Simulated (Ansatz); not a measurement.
A relaxed cell of ZnCu (Pm-3m (No. 221)), relaxed on a k-mesh at least as fine as the one used below. All values below come from PBE (plane waves to 420 eV, PAW, scalar-relativistic; Ansatz, a program for electronic structure). Γ-centred k-mesh 11×11×11 on the run's cell (coarser than for final values), Fermi–Dirac smearing 0.05 eV.

```
CELL_PARAMETERS angstrom
      2.96382     0.00000     0.00000
      0.00000     2.96382     0.00000
      0.00000     0.00000     2.96382
ATOMIC_POSITIONS crystal
  Zn 0.50000 0.50000 0.50000
  Cu 0.00000 0.00000 0.00000
```

The atoms are displaced by (Å):

```json
[
 {"atom": "Zn1", "ux": "0.045", "uy": "0.118", "uz": "-0.117"},
 {"atom": "Cu2", "ux": "0.004", "uy": "-0.012", "uz": "0.027"}
]
```

Q: What forces (eV/Å) and pressure result?

A: 
```tsv
atom	Fx	Fy	Fz
Zn1	-0.21	-0.63	0.69
Cu2	0.21	0.63	-0.69
```

Pressure +2.0 GPa.

Q: Estimate the energy cost of the displacement in the harmonic approximation and compare with the calculation.

A: For a harmonic well ΔE = −½ Σ F·u = 0.095 eV a cell, or 47 meV/atom. The calculated energy relative to the undisplaced cell is +0.05 eV/atom, so the harmonic estimate holds well.

No spin polarisation in the result.

The run that gave the undisplaced cell could not lose the symmetry of its start; a randomly shaken copy of 2 atoms returns to this structure.
